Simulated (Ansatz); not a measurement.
## AuCu3-type EuZn₃

Computed with Ansatz (plane waves, PAW, 420 eV cutoff): PBE+U (U_eff = 6 eV on Eu 4f), scalar-relativistic, collinear spin, Γ-centred 6×6×6 mesh, 0.05 eV Gaussian smearing. The datasets are Ansatz's generated set soft_2.

```cif
data_structure
_symmetry_space_group_name_H-M 'P 1'
_symmetry_Int_Tables_number 1
_cell_length_a 4.4733
_cell_length_b 4.4733
_cell_length_c 4.4733
_cell_angle_alpha 90.000
_cell_angle_beta 90.000
_cell_angle_gamma 90.000
_cell_volume 89.51
loop_
_atom_site_label
_atom_site_type_symbol
_atom_site_fract_x
_atom_site_fract_y
_atom_site_fract_z
_atom_site_occupancy
Eu1 Eu 0.00000 0.00000 0.00000 1
Zn1 Zn 0.00000 0.50000 0.50000 1
Zn2 Zn 0.50000 0.50000 0.00000 1
Zn3 Zn 0.50000 0.00000 0.50000 1
```

The start was a prototype's sites filled with these elements, not a measured cell.

Magnetic state: ferromagnetic, site spin moments Eu 6.95; Zn 0.06 μB.

The cell above was scaled in volume, its shape and atoms being fixed by the lattice's symmetry. Energies are counted from the cell above.

| V (Å³/atom) | ΔE (meV/atom) | P from the stress (GPa) |
| --- | --- | --- |
| 21.147 | 8.28 | 2.33 |
| 21.483 | 4.16 | 1.60 |
| 21.931 | 0.95 | 0.73 |
| 22.378 | 0.00 | -0.04 |
| 22.826 | 1.12 | -0.72 |
| 23.273 | 4.02 | -1.31 |
| 23.945 | 11.20 | -2.08 |
| 24.616 | 21.26 | -2.72 |

Do the energies and the pressures agree? Compare −ΔE/ΔV between neighbouring points (1 meV/Å³ = 0.1602 GPa) with the mean of their pressures.

```csv
interval (Å³/atom),−ΔE/ΔV (GPa),mean P (GPa)
21.15 to 21.48,2.0,2.0
21.48 to 21.93,1.2,1.2
21.93 to 22.38,0.3,0.3
22.38 to 22.83,-0.4,-0.4
22.83 to 23.27,-1.0,-1.0
23.27 to 23.94,-1.7,-1.7
23.94 to 24.62,-2.4,-2.4
```
They differ by 0.02 GPa at most.

What do the two routes give for V0, B0 and B0′?

A third-order Birch–Murnaghan fit of the energies: V0 = 22.35 Å³/atom, B0 = 36 GPa, B0′ = 5.5. A polynomial of P in ln V, with B = −dP/d ln V at P = 0: V0 = 22.36 Å³/atom, B0 = 36 GPa, B0′ = 5.3.

B0·V0 = 36.5 GPa × 22.35 Å³ = 5.09 eV/atom sets the scale: near the minimum ΔE ≈ ½ B0 V0 x², with x = V/V0 − 1, and a pressure of 0.4 GPa squeezes the volume by about 1 %. At the ends of the curve: x = −5.4 % predicts 7.3 meV/atom and the run gives 8.3; x = +10.2 % predicts 26.2 meV/atom and the run gives 21.3. The lopsidedness is anharmonic: atoms resist being pushed together more than being pulled apart.

Spin–orbit coupling, which matters for such heavy elements, is left out. The run wasn't fully tested for a lower electronic state. Site moments are of spin, integrated over atomic spheres. A U of this size is made for insulators; in a metal, as here, it tends to take f weight out of the bonding and to swell the cell. The moments were started parallel, and the real magnetic order may be another.
